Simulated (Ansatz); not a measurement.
GaIr: computed property card

GaIr:
```cif
data_GaIr
_chemical_formula_sum 'Ga1 Ir1'
_space_group_name_H-M_alt 'P 1'
_space_group_IT_number 1
_cell_length_a 3.01948
_cell_length_b 3.01948
_cell_length_c 3.01948
_cell_angle_alpha 90.000
_cell_angle_beta 90.000
_cell_angle_gamma 90.000
loop_
_space_group_symop_operation_xyz
  'x, y, z'
loop_
_atom_site_label
_atom_site_type_symbol
_atom_site_fract_x
_atom_site_fract_y
_atom_site_fract_z
_atom_site_occupancy
Ga1 Ga 0.00000 0.00000 0.00000 1
Ir1 Ir 0.50000 0.50000 0.50000 1
```

Space group Pm-3m (No. 221), CsCl type; conventional cell a = 3.019 Å, b = 3.019 Å, c = 3.019 Å, α = 90.00°, β = 90.00°, γ = 90.00°.

Method: plane-wave PAW PBEsol (Ansatz code). Structure relaxed to zero pressure with the same functional. Other levels are named where they apply.

Cell and energy:

```
Property                                                            Result
-----------------------------------------------------  -------------------
Volume per atom                                                   13.76 Å³
Density                                                        15.80 g/cm³
Formation energy from the elements (no fitted shifts)  -39 kJ/mol of atoms
```

Electronic structure:

```
Quantity                                                                    Result
------------------------------------  --------------------------------------------
Electronic character                                             metallic (no gap)
Density of states at the Fermi level  0.24 states/eV per atom (mean over ±0.08 eV)
Gap with spin–orbit coupling                                       none (metallic)
```

Mechanics:

```
Property                                                                      Result
--------------------------------------------  --------------------------------------
Bulk modulus (Birch–Murnaghan fit)                                           244 GPa
Pressure derivative B′                                                           5.0
Elastic constants (relaxed ions, GPa)               C11 = 283, C12 = 224, C44 = 73.5
Mechanical stability                          stable (all eigenvalues of C positive)
Hill bulk and shear moduli                                          244 and 51.0 GPa
Young's modulus                                                              143 GPa
Poisson's ratio                                                                 0.40
Debye temperature from the elastic constants                                   253 K
```

Phonons:

```
Quantity                                        Value
-----------------------------  ----------------------
Highest zone-centre frequency                179 cm⁻¹
Zone-centre stability          no imaginary mode at Γ
```

The first step of the workflow began from a Materials Project structure, measured or hypothetical; the Crystallography Open Database files this formula in space group No. 221, but the cells were not matched. Whether it is the stable phase at ambient conditions was not checked. The PBEsol relaxation kept the symmetry of its start. No spin polarisation was allowed. As this level gives no gap, shear constants depend on the k-mesh and smearing (Fermi–Dirac, 0.1 eV here). As this level gives no gap, phonon frequencies hold no LO–TO term and depend on the k-mesh and smearing (Fermi–Dirac, 0.1 eV here). The references are the lowest solids computed at this level, not always the standard phases. Scalar-relativistic: spin–orbit coupling is off unless named, which matters more the heavier the elements.

Potentials: the later of the program's two PAW sets.
